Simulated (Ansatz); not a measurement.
The relaxed structure here is a generated cell of Cr: the first start was made by placing the elements on the sites of a structure type, and the end was not matched to a known phase here, so it may be hypothetical. Known forms of Cr include space group No. 229.

One starting cell of Cr (a generated cell, Cr built in the simple-cubic structure type) was relaxed twice with Ansatz (plane waves, PAW, scalar-relativistic): with r2SCAN at 500 eV and with PBE at 420 eV. The r2SCAN result:

```yaml
crystal:
  lattice:
    - [2.32003, 0.00000, 0.00000]
    - [0.00000, 2.32003, 0.00000]
    - [0.00000, 0.00000, 2.32003]
  atoms:
    - { symbol: Cr, position: [0.00000, 0.00000, 0.00000] }
```

| quantity | r2SCAN | PBE |
|---|---|---|
| space group | Pm-3m | Pm-3m |
| volume (Å³/atom) | 12.49 | … |
| a (Å) | 2.320 | … |
| gap (eV, no spin-orbit coupling) | 0.00 | … |

Question: What does PBE give for the same quantities?

Answer: 
- volume (Å³/atom), PBE: 12.82
- a (Å), PBE: 2.340
- gap (eV, no spin-orbit coupling), PBE: 0.00

Both levels end in the same structure; PBE's volume is 2.6 % larger. Neither column is exact.

No spin polarisation in the result. A magnetic state may lie lower.

The run could not lower the symmetry of its start; a shaken copy of this end point relaxes with r2SCAN to Im-3m (No. 229), 1.08 eV/atom lower.

Ansatz is a quantum-chemistry and plane-wave program.
